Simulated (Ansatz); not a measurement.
The start is a relaxed TiC cell displaced along its unstable phonon at q = Γ (342i cm⁻¹), largest move 0.15 Å. The cell and all atomic positions are relaxed at zero pressure with PBE (plane waves to 420 eV, PAW, scalar-relativistic; Ansatz, an electronic-structure program). First-step values are on the input's coarse k-mesh.

Ansatz input (later rounds restart from its end on a renewed k-mesh):
Ansatz 0.2 input:
```yaml
crystal:
  lattice:
    - [0, 2.757652816, 2.757652816]
    - [2.757652816, 0, 2.757652816]
    - [2.757652816, 2.757652816, 0]
  atoms:
    - { symbol: Ti, position: [0.7520296744, 0.7520296744, 0.7479703256] }
    - { symbol: Ti, position: [0.4979703256, 0.4979703256, 0.5020296744] }
    - { symbol: C, position: [0.0271970422, 0.0271970422, -0.0271970422] }
    - { symbol: C, position: [0.2228029578, 0.2228029578, 0.2771970422] }
basis: { ecutwfc: 420, ecutrho_ratio: 4, xc_grid: 2, fft_grid_basis: typed }
kpoints: { mp_grid: { grid: [10, 10, 10] } }
hamiltonian:
  xc: pbe
  dispersion: none
  pseudopotentials: { azcp: { folder: ./paw }, kind: paw }
scf: { occupations: { method: fermi_dirac, width: 0.05 } }
relax: { f_tol: 0.01, max_steps: 100, cell: { stress_tol: 0.02 } }
output: { forces: true, stress: true }
```

* **Energy released**: about 1.6 eV/atom
* **Volume change**: +3.2 %, from 10.49 to 10.82 Å³/atom
* **Relative to the parent**: It does not go back: it reaches Imma (No. 74), 1.65 eV/atom below the parent
* **Shortest distances (start → end)**: The closest pairs of elements (up to four, under 3.6 Å), start → end: C–C 2.23 → 1.54 Å; C–Ti 2.31 → 2.23 Å; Ti–Ti 2.38 → 2.65 Å
* **Band gap at the end**: zero (metallic)
* **Optimiser moves**: 46

Final structure:

Space group Imma (No. 74); a = 2.650 Å, b = 3.029 Å, c = 10.782 Å, α = 90.00°, β = 90.00°, γ = 90.00°

```json
[
 {"atom": "Ti", "site": "4e", "symmetry": "mm2", "x": "0.0000", "y": "0.2500", "z": "0.6238"},
 {"atom": "C", "site": "4e", "symmetry": "mm2", "x": "0.0000", "y": "0.2500", "z": "0.2136"}
]
```
(The calculation used a cell of 4 atoms; values per cell refer to that cell.)

Final values are on a 19×19×19 k-mesh of the relaxed cell. The start holds a very short contact (C–C 2.23 Å). No spin polarisation in the result.

The run could not lose the symmetry of its start: the end is stationary, and may be a saddle point rather than a minimum.

The relaxed structure here is a generated cell of TiC: the first start was made by placing the elements on the sites of a structure type, and the end was not matched to a known phase here, so it may be hypothetical. Known forms of TiC include space group No. 225.
